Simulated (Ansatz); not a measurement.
TiBe12 in space group I4/mmm (No. 139; Ti on 2a, Be on 8f, Be on 8i, Be on 8j) under volume change, r²SCAN in the plane-wave PAW code Ansatz, shape and atoms relaxed at each volume.

| V (Å³/atom) | E − E(relaxed) (meV/atom) | P (GPa) |
|---|---|---|
| 7.785 | 31.8 | 14.21 |
| 8.042 | 13.5 | 8.82 |
| 8.299 | [?] | [?] |
| 8.555 | 0.0 | -0.01 |
| 8.812 | 3.0 | -3.62 |
| 9.069 | 11.3 | -6.78 |
| 9.325 | [?] | [?] |

Complete the blanks.


- 8.299, E − E(relaxed) (meV/atom): 3.2
- 8.299, P (GPa): 4.11
- 9.325, E − E(relaxed) (meV/atom): 24.4
- 9.325, P (GPa): -9.54

What does a third-order Birch–Murnaghan fit give for V₀, B₀ and B′?

V₀ = 8.55 Å³/atom, B₀ = 128 GPa, B′ = 3.4.

The first step of the workflow began from a Materials Project structure, measured or hypothetical; the Crystallography Open Database copy checked does not list it. Its standing as an ambient phase is unchecked. Symmetry was held in the r²SCAN relaxation; its stability against distortions is not shown here. The run is not spin-polarised.

Potentials: the later of the program's two PAW sets.
